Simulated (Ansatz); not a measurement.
Relaxing an invented ZrB structure

These are results of DFT PBE, scalar-relativistic, plane waves, PAW in Ansatz, not measurements. Cutoff 420 eV, Gaussian smearing, Γ-centred meshes. Cell and atoms relax first on a coarse mesh and then on a finer one. In between, the cell is made exact in the group found at 0.06 Å. In metals the finer mesh still leaves noise of several meV/atom or more. The steps can't lower the symmetry of their start. No spin polarisation in the relaxation; trial moments died out in a coarse test.

Recipe of this trial structure of ZrB: random cell by space group and Wyckoff sites (Pmm2, No. 25). The dimensions are guesses.

```cif
data_structure
_symmetry_space_group_name_H-M 'P 1'
_symmetry_Int_Tables_number 1
_cell_length_a 3.3063
_cell_length_b 3.3548
_cell_length_c 2.9433
_cell_angle_alpha 90.000
_cell_angle_beta 90.000
_cell_angle_gamma 90.000
_cell_volume 32.65
loop_
_atom_site_label
_atom_site_type_symbol
_atom_site_fract_x
_atom_site_fract_y
_atom_site_fract_z
_atom_site_occupancy
Zr1 Zr 0.00000 0.50000 0.14302 1
B1 B 0.50000 0.00000 0.76847 1
```

The zero of energy is the elements' standard structures at the same level; no fitted shifts are applied.

**Question.** What does it relax into?

**Answer.** The symmetry goes from Pmm2 (No. 25) to P4/mmm (No. 123). The end has the tetragonally distorted caesium chloride type. The volume per atom shrinks by 16.0 %, from 16.3 to 13.7 Å³. The shortest distance goes from 2.60 Å (Zr–B) to 2.63 Å (Zr–B). The energy falls by about 0.21 eV/atom (the start's value is from the coarse mesh). The end is written in a standard setting, so origin, axes and order of atoms can differ from the start's. Conventional cell: a = 3.177 Å, c = 2.719 Å. Around Zr lie 8 B at 2.63 Å, 2 Zr at 2.72 Å and 4 Zr at 3.18 Å; B is surrounded by 8 Zr at 2.63 Å, 2 B at 2.72 Å and 4 B at 3.18 Å.

```xyz
2
Lattice="3.1766 0.0000 0.0000 0.0000 3.1766 0.0000 0.0000 0.0000 2.7190" Properties=species:S:1:pos:R:3 pbc="T T T"
Zr    1.5883    1.5883    0.0000
B     0.0000    0.0000    1.3595
```

**Question.** How does it come out in energy, and is it a metal?

**Answer.**

| Quantity | Value |
| --- | --- |
| Formation energy | +0.05 eV/atom |
| Gap on the 18×18×20 mesh of the 2-atom cell | 0 eV (a metal) |

A positive value: parting into the elements would lower its energy.

The last run used Gaussian smearing of 0.10 eV. A structure relaxed within its symmetry needn't be a true minimum. In all, the 3 runs took 74 s on 1 thread of Intel(R) Xeon(R) CPU @ 2.80GHz (Skylake/Cascade Lake), on a shared host.
